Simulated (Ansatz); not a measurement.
Ag (fcc, Cu type)

```cif
data_Ag4
_chemical_formula_sum 'Ag4'
_space_group_name_H-M_alt 'Fm-3m'
_space_group_IT_number 225
_space_group_name_Hall '-F 4 2 3'
_cell_length_a 4.05439
_cell_length_b 4.05439
_cell_length_c 4.05439
_cell_angle_alpha 90.000
_cell_angle_beta 90.000
_cell_angle_gamma 90.000
loop_
_atom_site_label
_atom_site_type_symbol
_atom_site_symmetry_multiplicity
_atom_site_Wyckoff_symbol
_atom_site_fract_x
_atom_site_fract_y
_atom_site_fract_z
_atom_site_occupancy
Ag1 Ag 4 a 0.00000 0.00000 0.00000 1
```
(The calculation used a cell of 1 atom; values per cell refer to that cell.)

Grid over V/V₀ and (c/a)/(c/a)₀, subscript 0 meaning the relaxed cell; the conventional c axis lies along z; no internal relaxation.

The numbers are results of PBEsol (plane waves to 420 eV, PAW, scalar-relativistic; Ansatz, an electronic-structure program), not measurements. k mesh 20×20×20 (Γ-centred), Fermi-Dirac smearing 0.05 eV. Compression counts positive. With partly filled bands, the response to shear is sensitive to the k mesh, so small differences along c/a are uncertain. Ag was relaxed with its symmetry unable to fall. 

### Question
Predict the σxx (GPa) at all points of the grid V/V₀ = 0.920, 0.960, 1.000, 1.040, 1.080 by (c/a)/(c/a)₀ = 0.960, 0.980, 1.000, 1.020, 1.040.

### Answer
σxx (GPa), with V/V₀ across and (c/a)/(c/a)₀ down:

| (c/a)/(c/a)₀ \ V/V₀ | 0.920 | 0.960 | 1.000 | 1.040 | 1.080 |
|---|---|---|---|---|---|
| 0.960 | 12.0 | 4.9 | -0.5 | -4.6 | -7.7 |
| 0.980 | 12.2 | 5.2 | -0.2 | -4.4 | -7.6 |
| 1.000 | 12.6 | 5.5 | 0.0 | -4.2 | -7.4 |
| 1.020 | 13.0 | 5.8 | 0.3 | -3.9 | -7.1 |
| 1.040 | 13.4 | 6.2 | 0.7 | -3.6 | -6.8 |

(A scan under strain: stresses follow from slopes of the energy per volume, elastic moduli from its curvatures.)
